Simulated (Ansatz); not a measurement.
# Mg$_{7}$FeO$_{8}$

Mg$_{7}$FeO$_{8}$ is taken as a small unrelaxed cell with one substitutional d or f atom, 16 atoms in the cell. One Mg of COD entry 9006759 is replaced by Fe, with no charge compensation.

```yaml
crystal:
  lattice:
    - [8.55000, 0.00000, 0.00000]
    - [0.00000, 4.27500, 0.00000]
    - [0.00000, 0.00000, 4.27500]
  atoms:
    - { symbol: Mg, position: [0.00000, 0.00000, 0.00000] }
    - { symbol: Mg, position: [0.50000, 0.00000, 0.00000] }
    - { symbol: O, position: [0.25000, 0.00000, 0.00000] }
    - { symbol: O, position: [0.75000, 0.00000, 0.00000] }
    - { symbol: Fe, position: [0.00000, 0.50000, 0.50000] }
    - { symbol: Mg, position: [0.50000, 0.50000, 0.50000] }
    - { symbol: O, position: [0.25000, 0.50000, 0.50000] }
    - { symbol: O, position: [0.75000, 0.50000, 0.50000] }
    - { symbol: Mg, position: [0.25000, 0.00000, 0.50000] }
    - { symbol: Mg, position: [0.75000, 0.00000, 0.50000] }
    - { symbol: O, position: [0.00000, 0.00000, 0.50000] }
    - { symbol: O, position: [0.50000, 0.00000, 0.50000] }
    - { symbol: Mg, position: [0.25000, 0.50000, 0.00000] }
    - { symbol: Mg, position: [0.75000, 0.50000, 0.00000] }
    - { symbol: O, position: [0.00000, 0.50000, 0.00000] }
    - { symbol: O, position: [0.50000, 0.50000, 0.00000] }
```

Site labels below count the atoms in this order, from 1.

Level of theory: Ansatz, DFT, LDA, PAW, plane waves, scalar-relativistic.

| Setting | Value |
| --- | --- |
| Plane-wave cutoff | 420 eV |
| k-point mesh | 1×2×2 (Γ-centred) |
| Occupations | Gaussian smearing, 0.01 eV |
| Valence electrons | 134 |

Site moments are integrals over atomic spheres and don't add up to the total.

A semilocal functional without U tends to delocalise d and f electrons, and can give a metal where the real compound is an insulator. With one magnetic atom in the cell its copies can only be parallel; orders in a larger cell may lie lower.

The mesh is coarse, so energy differences (and at times their sign) aren't converged.

Only collinear orders within this cell were tried; the true ground state may need a larger cell.

In a plain SCF nothing is tried after convergence.

Question: Predict the lowest-energy solution among 9 converged runs.

Answer: Spin-polarised, site moments Fe5 3.00 μB, total 3.50 μB per cell, no gap on the k-mesh.

Question: What is the energy gained by magnetism, per atom?

Answer: 66.1 meV/atom (1.06 eV per cell); the unpolarised solution has no gap on the mesh and a pressure of -15.5 GPa against -12.8 GPa.

Question: Which atoms feel the largest force in the lowest state, and how large is it?

Answer: O7, O8: 0.63 eV/Å.

Command:
```sh
ansatz run input.yaml --threads 4 --pin off --max-ram 9216MiB --backend cpu --events-out ev --progress --plain --runs-dir out
```

Machine: 4 threads of Intel(R) Xeon(R) Processor @ 2.50GHz (Skylake/Cascade Lake), on a shared host.

Question: Estimate the wall time and peak memory of the run “the moments in brackets, symmetry off, plain SCF [Fe5 4.00 μB]” on this machine.

Answer: 15 s, 0.52 GiB (12 iterations, 4 k-points after symmetry).
